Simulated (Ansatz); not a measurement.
Si$_{3}$N$_{4}$ in space group P6_3/m (No. 176; Si on 6h, N on 2c, N on 6h), LDA (plane waves, PAW; program Ansatz). The conduction-band minimum lies at Γ, with 1 equivalent valley. Second derivatives d²E/dk² of the lowest band at one valley (eV·Å²), along Cartesian directions:

```json
[
 {"direction": "[100]", "d²E/dk²": "5.489"},
 {"direction": "[010]", "d²E/dk²": "5.489"},
 {"direction": "[001]", "d²E/dk²": "35.09"},
 {"direction": "[110]", "d²E/dk²": "5.489"},
 {"direction": "[101]", "d²E/dk²": "20.29"},
 {"direction": "[011]", "d²E/dk²": "20.29"}
]
```

Question: Find the principal effective masses, the density-of-states mass and the conductivity mass.

Answer: Off-diagonal terms follow from H_xy = H[110] − (H_xx + H_yy)/2, and m*/mₑ = 7.620 eV·Å² over each eigenvalue: 0.22, 1.4, 1.4. One valley's DOS mass (m₁m₂m₃)^(1/3) = 0.75, conductivity mass 3/(Σ 1/mᵢ) = 0.50 mₑ.

Question: What effective density of states Nc follows at 300 K for parabolic valleys?

Answer: Nc = 2.509e19 × 1 × (0.75)^(3/2) ≈ 1.6e19 cm⁻³.

Question: With the computed static dielectric constant 8.15 (mean of the diagonal), estimate a hydrogenic donor's binding energy and radius.

Answer: E = 13.606 eV × 0.50/8.15² ≈ 100 meV; a = 0.529 Å × ε/m* ≈ 8.6 Å. Semilocal masses tend to be too small where the gap is.

Symmetry was held in the LDA relaxation; phonons on a q-mesh show no instability.

Potentials: the later of the program's two PAW sets.
